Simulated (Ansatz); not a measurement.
## H interstitial in GdMgNi4

All numbers are calculated (PBEsol, collinear spin, no spin-orbit coupling; Ansatz, PAW set soft_2, 420 eV, k-mesh 3×3×3), not measured.

The relaxed host crystal (no gap at this level of theory):

```
Gd Mg Ni
1.0
     0.00000    3.45884    3.45884
     3.45884    0.00000    3.45884
     3.45884    3.45884    0.00000
Gd Mg Ni
1 1 4
Direct
  0.00000 0.00000 0.00000
  0.25000 0.25000 0.25000
  0.62383 0.12851 0.62383
  0.62383 0.62383 0.12851
  0.62383 0.62383 0.62383
  0.12851 0.62383 0.62383
```

Supercell of 24 atoms, rows of the matrix [[-1,1,1],[-1,1,-1],[-1,-1,1]] times the cell vectors; H interstitial at (0.000, 0.000, 0.350) in fractions of the cell above. Atoms are relaxed at the host's cell, from a start shaken by 0.05 Å near the defect.

Nearest atoms to the added H: relaxed Ni 1.56 Å, Ni 1.56 Å, Mg 1.94 Å, Gd 2.39 Å, Gd 2.43 Å, Ni 2.84 Å, Ni 2.85 Å, Ni 2.91 Å.

```tsv
charge	moment of the cell (μB)	moment on H (μB)	gap of the cell on the mesh (eV)
0	27.18	0.00	0.00
```

Formation energy of the neutral defect: -0.12 eV, taking atoms from and to the elements' standard states (no corrections for gases), so it belongs to those chemical potentials alone.

A negative value doesn't mean that the atoms enter by themselves: with the elements as reservoirs, compounds of them would form first.

Relaxed cell at charge 0:

```
GdMgNi4 H_i charge 0
1.0
     6.9177    0.0000    0.0000
     0.0000   -6.9177    0.0000
     0.0000    0.0000   -6.9177
Gd Mg Ni H
4 4 16 1
Direct
  0.0003 0.9999 0.9992
  0.4927 0.5075 0.9994
  0.5008 0.0073 0.5011
  0.9928 0.4994 0.5011
  0.2468 0.2533 0.2516
  0.7468 0.7534 0.2515
  0.7465 0.2537 0.7547
  0.2467 0.7535 0.7274
  0.3820 0.8886 0.1283
  0.8701 0.3770 0.1266
  0.8743 0.8777 0.6250
  0.3711 0.3809 0.6252
  0.3769 0.1319 0.8765
  0.8682 0.6233 0.8765
  0.8742 0.1260 0.3775
  0.3727 0.6274 0.3785
  0.6253 0.8837 0.8765
  0.1165 0.3749 0.8765
  0.1208 0.8794 0.3784
  0.6193 0.3809 0.3776
  0.6232 0.1300 0.1266
  0.1116 0.6181 0.1283
  0.1224 0.1258 0.6251
  0.6191 0.6291 0.6252
  0.2447 0.7555 0.0078
```

Caveats: Gd without a U keeps its half-filled shell, but its 4f levels lie too near the Fermi level; open f or d shells may hold a state above the lowest; small supercell, so energies and levels can be off by tenths of an eV; one random start near the defect, so other minima are possible.
